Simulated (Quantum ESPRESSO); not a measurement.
```
LiF
1.0
    0.00000     2.00068     2.00068
    2.00068     0.00000     2.00068
    2.00068     2.00068     0.00000
Li F
1 1
Direct
  0.00000   0.00000   0.00000
  0.50000   0.50000   0.50000
```

Cell and atoms were relaxed with PBEsol from Materials Project entry mp-1138, within its symmetry.

Q: What does PBEsol (Quantum ESPRESSO, PseudoDojo norm-conserving, 84 Ry, no spin-orbit coupling) give for the electronic structure near the Fermi level?

A: The PBEsol gap is direct, 9.12 eV at Γ.
